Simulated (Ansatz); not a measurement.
The computed numbers are results of PBEsol, scalar-relativistic (no spin polarisation) in the plane-wave PAW code Ansatz at 420 eV, 6×6×10 k-mesh, Gaussian smearing of 0.05 eV; PAW files: Ansatz's generated set soft_2.

A compound XSe has these computed properties.

| Property | Result |
| --- | --- |
| Space group | Pm-3m (No. 221) at a tolerance of 0.01 Å |
| Conventional cell | a = 3.498 Å, b = 3.498 Å, c = 3.498 Å, α = 90.00°, β = 90.00°, γ = 90.00° |
| Volume | 21.39 Å³/atom |
| Band gap | zero (metallic) |
| Density of states at the Fermi level | 1.2 states/(eV·atom) |
| Formation energy from the elements (0 K, uncorrected) | -1.62 eV/atom |
| Bulk modulus (Birch–Murnaghan) | 87 GPa |
| Pressure derivative B0′ | 4.3 |

Sites: X on 1b, Se on 1a.

Which element is X?
A. Rb
B. Sr
C. Nb
D. Y

D. X is Y, so the compound is YSe.

This is a trial structure; measured cells of the compound in the Crystallography Open Database are in space group Fm-3m (rock salt).
